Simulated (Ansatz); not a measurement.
Relax this structure to zero stress and force, keeping its symmetry:

```
CELL_PARAMETERS angstrom
-1.98400 5.00094 3.41862
1.98400 -5.00094 3.41862
1.98400 5.00094 -3.41862
ATOMIC_POSITIONS crystal
Ni 0.61643 0.99425 0.62218
Ni 0.12718 0.00275 0.12442
Ni 0.37208 0.99425 0.37782
Ni 0.87833 0.00275 0.87558
Ni 0.66484 0.66484 0.00000
Ni 0.08747 0.33342 0.75405
Ni 0.57937 0.33342 0.24595
Ge 0.91931 0.66727 0.25204
Ge 0.41523 0.66727 0.74796
Ge 0.31650 0.31650 0.00000
Ge 0.85751 0.35751 0.50000
```

All numbers below come from DFT PBEsol, scalar-relativistic, plane waves, PAW in Ansatz 0.2.0.

Cutoff 420 eV; k points 10×10×10 on the computed 11-atom cell (Γ-centred); Gaussian smearing, width 0.10 eV; no spin polarisation.

Q: What does it relax to?

A: The volume drops by 0.41 Å³/atom to 11.93 Å³/atom, and the energy falls by 8.1 meV/atom. Final structure:
```
CELL_PARAMETERS angstrom
-1.95378 4.95236 3.38994
1.95378 -4.95236 3.38994
1.95378 4.95236 -3.38994
ATOMIC_POSITIONS crystal
Ni 0.61646 0.99405 0.62241
Ni 0.12734 0.00263 0.12471
Ni 0.37165 0.99405 0.37759
Ni 0.87792 0.00263 0.87529
Ni 0.66555 0.66555 0.00000
Ni 0.08740 0.33288 0.75452
Ni 0.57836 0.33288 0.24548
Ge 0.91659 0.66612 0.25048
Ge 0.41564 0.66612 0.74952
Ge 0.31640 0.31640 0.00000
Ge 0.86094 0.36094 0.50000
```

Course of the relaxation (steps run on the plane waves of an earlier cell, and the basis is chosen afresh near the end, so energy and pressure can step there; trial steps that raised the energy were taken back; energies are free energies):

```
step E − E_final (meV/atom) largest force component (eV/Å) P (GPa) V (Å³/atom)
   1                     8.1                           0.096    -5.96        12.33
   2                     1.0                           0.054    -2.17        12.06
   3                    -0.1                           0.029     0.18        11.91
   4                    -0.1                           0.013    -0.01        11.93
   5                    -0.1                           0.001     0.00        11.93
   6                     0.0                           0.001     0.01        11.93
```

Cost: 1 run of about 25 core-minutes, on Oxide Virtual Turin-like Processor (Zen 5) (shared hosts).